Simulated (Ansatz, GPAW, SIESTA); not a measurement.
# One calculation of Ge3Pd, 4 ways

```
Pd Ge
1.0
     4.14202    0.00000    0.00000
     0.00000    4.14202    0.00000
     0.00000    0.00000    4.14202
Pd Ge
1 3
Direct
  0.00000 0.00000 0.00000
  0.50000 0.50000 0.00000
  0.50000 0.00000 0.50000
  0.00000 0.50000 0.50000
```

The cell comes from a database or a generator and needn't be the stable form of this composition.

Alike in all runs: task single point; functional PBEsol; k mesh 7 × 7 × 7; occupations fermi-dirac, width 0.05 eV; no spin polarisation; no spin-orbit coupling. Pressure is positive in compression and, in plane waves, holds the error of the finite cutoff, which Ansatz's Pulay term estimates and takes out.

| program and potentials | plane-wave cutoff (eV) | notes | pressure (GPa) |
| --- | --- | --- | --- |
| Ansatz, Ansatz PAW | 420 | potentials made for PBE, which Ansatz adapts in part; 15 valence electrons an atom on average; Pulay term of +0.03 GPa included | -4.72 |
| SIESTA, files PseudoDojo sr-pbesol-0.4.1-standard, DZP (energy shift 0.003 Ry; two zetas on semicore shells) | - | atomic basis; 15 valence electrons an atom on average | -3.18 |
| Ansatz, all-electron LAPW, scalar-relativistic | - | - | -4.69 |
| GPAW, PAW data sets generated for this functional | 600 | 7 valence electrons an atom on average | -4.80 |

The pressure spans -4.80 (GPAW, PAW data sets generated for this functional) to -3.18 GPa (SIESTA, files PseudoDojo sr-pbesol-0.4.1-standard, DZP (energy shift 0.003 Ry; two zetas on semicore shells)), with all-electron results at -4.69. The pressure on the cell as given of SIESTA, files PseudoDojo sr-pbesol-0.4.1-standard, DZP (energy shift 0.003 Ry; two zetas on semicore shells) lies far from the others; the cause wasn't traced. Rows in atomic bases carry the error of their basis and grid, which can be large.

Differences between rows come from potentials, basis sets and numerical settings, since the functional is the same but for its coding. Runs on potential files found faulty are left out.
